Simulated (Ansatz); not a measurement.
MoW in space group Cmcm (No. 63; W on 4c, Mo on 4c), PBE in the plane-wave PAW code Ansatz, all energies at zero smearing, with the estimated change up to a 700 eV cutoff added, with one set of potentials and settings (totals compare only within such a set). Cell of 4 atoms (2 W, 2 Mo): -30680.039 eV.

```
element             reference phase  E (eV/atom)
-------  --------------------------  -----------
W        Im-3m, 1 atoms in the cell  -10384.8193
Mo       Im-3m, 1 atoms in the cell   -4956.0212
```

Formation energy per atom, worked out: (-30680.039 − 2×(-10384.8193) − 2×(-4956.0212))/4 = 0.411 eV/atom (40 kJ per mol of atoms), at 0 K, without zero-point energy or fitted corrections.

The start of the workflow was typed in or built on a structure type; neither database checked (COD, Materials Project) lists it. Its standing as an ambient phase is unchecked. The cell was relaxed with PBE under the symmetry of its start; whether a distortion lowers the energy is not shown. No spin polarisation was allowed. Its formation energy is positive at this level, so the cell may be metastable or incomplete. The references are the lowest solids computed at this level, not always the standard phases. Scalar-relativistic: spin–orbit coupling is off unless named, which matters more the heavier the elements.

Potentials: the later of the program's two PAW sets.
